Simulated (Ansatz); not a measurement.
Method: DFT PBE, scalar-relativistic, plane waves, PAW (Ansatz). All cells share a 420 eV cutoff and Γ-centred k meshes spaced at most about 0.3 Å⁻¹ (about 0.25 or finer for metals, 2π included). No spin polarisation in the final relaxations.

All energies are static (0 K, no zero-point motion). All come from trial cells, and lower structures may exist.

Task: Which of these relaxed structures of Ga₃BSb₂ is the lowest in energy?
1. Space group P6/mmm (No. 191), hexagonal, a = 5.324 Å, c = 5.702 Å. Ga has 4 Ga at 2.66 Å and 4 Sb at 3.24 Å; around B lie 6 Sb at 3.07 Å; Sb has 3 Sb at 3.07 Å, 3 B at 3.07 Å and 6 Ga at 3.24 Å.
2. Space group P4/mmm (No. 123), tetragonal, a = 3.037 Å, c = 13.220 Å. Ga on a site of symmetry 4mm has 4 B at 2.54 Å, 1 Ga at 2.72 Å, 4 Ga at 3.04 Å and 4 Sb at 3.39 Å; Ga on a site of symmetry 4/mmm is surrounded by 4 Ga at 3.04 Å and 8 Sb at 3.40 Å; B has 8 Ga at 2.54 Å and 4 B at 3.04 Å; Sb is surrounded by 4 Sb at 3.04 Å and 8 Ga at 3.39–3.40 Å.
3. Space group P-3m1 (No. 164), trigonal, a = 3.570 Å, c = 10.911 Å. Ga on a site of symmetry 3m is surrounded by 3 Ga at 2.75 Å and 3 Sb at 3.05 Å; Ga on a site of symmetry -3m is surrounded by 6 Ga at 2.75 Å; B is surrounded by 6 Sb at 2.48 Å; Sb is surrounded by 3 B at 2.48 Å and 3 Ga at 3.05 Å.
4. Space group R-3m (No. 166), trigonal, a = 6.230 Å, c = 10.931 Å. Ga is surrounded by 2 B at 2.56 Å, 2 Sb at 2.83 Å, 4 Ga at 3.12 Å and 4 Sb at 3.44 Å; B has 6 Ga at 2.56 Å; Sb is surrounded by 3 Ga at 2.83 Å and 1 Sb at 2.93 Å.

Result: 3. It has space group P-3m1 (No. 164); the next, 2, with space group P4/mmm (No. 123), lies 159 meV/atom higher. Counting B or Sb atoms around Ga (for each partner element, those within 1.25 times its shortest distance or 1.15 times the sum of covalent radii, where it is the nearest in units of that sum or under 1.3; the shortest distance is added where it is long for a bond; a slash parts the counts of unlike sites), the lowest has Ga 3/6 from 4.6 Å and the next has Ga 8 from 2.5 Å/8 from 3.4 Å. The next holds Sb–Sb nets (shortest 3.04 Å); in the lowest the shortest Sb–Sb distance is 3.45 Å. Even the lowest lies +0.35 eV/atom against the elements.

No dispersion correction is applied, so the spacing and binding between layers, chains or molecules are poorly described (P4/mmm), and this can change margins and order among such cells. Spin–orbit coupling, which can matter for Sb, is left out. Cells relaxed within their symmetry can be saddle points. Some structure types and database cells were kept out of the candidates from the start, so a known form may be missing.
